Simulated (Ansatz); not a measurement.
# Phonons of Cu (Fm-3m)

```yaml
crystal:
  lattice:
    - [0.00000, 1.78181, 1.78181]
    - [1.78181, 0.00000, 1.78181]
    - [1.78181, 1.78181, 0.00000]
  atoms:
    - { symbol: Cu, position: [0.00000, 0.00000, 0.00000] }
```

The conventional cell has a = 3.564 Å, b = 3.564 Å, c = 3.564 Å, α = 90.00°, β = 90.00°, γ = 90.00°. Cu (atom 1) is surrounded by 12 Cu at 2.52 Å.

Unless marked otherwise, the numbers come from PBEsol, PAW on Ansatz 0.2.0's default frozen-core files (fitted under PBE), scalar-relativistic. k mesh 24×24×24, Fermi-Dirac smearing of 0.050 eV, cutoff 420 eV. The cell was relaxed by PAW under this functional, which moved its volume by -4 % from the database entry's.

Atoms are displaced by 0.0025 Å in the smallest supercells that hold the wave vectors of a 4×4×4 mesh. Negative values stand for unstable modes.

Question: What are the phonon energies at the solved wave vectors, in cm⁻¹?

Answer: 

```
                 q  point         modes (cm⁻¹)
 0.250 0.000 0.000      –     84.8 (×2), 194.1
 0.500 0.000 0.000      L    120.8 (×2), 262.5
 0.250 0.250 0.000      –    129.7 (×2), 192.6
 0.500 0.250 0.000      –  153.0, 178.8, 243.9
-0.250 0.250 0.000      –  121.7, 180.2, 228.9
 0.500 0.500 0.000      X    181.2 (×2), 258.3
-0.250 0.500 0.250      W    177.9, 220.2 (×2)
```

Question: Is the structure dynamically stable at these wave vectors?

Answer: Yes, no mode is unstable there; wave vectors off this mesh aren't tested.

Question: The cell is scaled evenly to 11.144 and 11.484 Å³ (from 11.314), with free atoms relaxed and the shape held. What are the mode Grüneisen parameters γ = −d ln ω/d ln V?

Answer: For the highest mode, 271.8 cm⁻¹ in the small cell and 253.4 in the large one give γ ≈ 2.34. From the change of the dynamical matrix on each mode:

| point | cm⁻¹ | γ |
| --- | --- | --- |
| 0.25/0/0 | 84.8 | 1.62 |
| 0.25/0/0 | 194.1 | 2.22 |
| L | 120.8 | 1.55 |
| L | 262.5 | 2.33 |
| 0.25/0.25/0 | 129.7 | 1.89 |
| 0.25/0.25/0 | 192.6 | 2.15 |
| 0.5/0.25/0 | 153.0 | 1.81 |
| 0.5/0.25/0 | 178.8 | 2.14 |
| 0.5/0.25/0 | 243.9 | 2.28 |
| -0.25/0.25/0 | 121.7 | 1.66 |
| -0.25/0.25/0 | 180.2 | 2.20 |
| -0.25/0.25/0 | 228.9 | 2.25 |
| X | 181.2 | 1.92 |
| X | 258.3 | 2.29 |
| W | 177.9 | 2.08 |
| W | 220.2 | 2.26 |

Weighted by the modes' heat capacities at 300 K, the mean on this mesh is 2.01; it moves with the q mesh, and a coarse one overweights the zone boundary.

Known limits: frozen-core PAW files fitted under PBE, their cores solved anew for the functional of the run; responses of metals move with mesh and smearing.
